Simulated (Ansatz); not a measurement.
Problem. Hill shear modulus from PBE minus that from r²SCAN (% of the latter), each on its own relaxed cell (Ansatz, an electronic-structure program, plane waves, PAW; no spin–orbit coupling, no Hubbard U), over 16 phases of the class «crystals with elements from indium on»: what sign and size do you expect?

Solution. Mean -10 %, median -9 %, mean absolute 10 %; eight in ten lie between -16 and -5 %, and 0 % are above zero.

Some cases that may be named, with their rank among the 16 from the lowest: NaI, rock salt -17 % (rank 2); KI, rock salt -15 % (rank 3); BaZrO3, cubic perovskite -9 % (rank 8); PbF2, fluorite -8 % (rank 9); BeTe, zinc blende -5 % (rank 15); CuI, zinc blende -4 % (rank 16).

The phases are those computed here (of each formula those with measured values and the lowest at some level), not a balanced benchmark, and neither functional is the truth. Pairs that end in unlike spin orders or unlike minima (c/a over 6 % apart, 30 % for weakly bound crystals), magnets with 4f shells, solids of gases and phases set aside for tests are left out, and so are metals.

1 hold 4f electrons in the valence, where a lower state may exist.

Unstable at this level: BaZrO3, cubic perovskite with PBE. All cells were relaxed under the symmetry of their starts (and spin orders); stability against distortions was not tested throughout. Named crystals with no word on spin ran without spin polarisation. Spin–orbit coupling is left out wherever it is not named.

Potentials: the later of the program's two PAW sets.

Ansatz is a plane-wave DFT program.
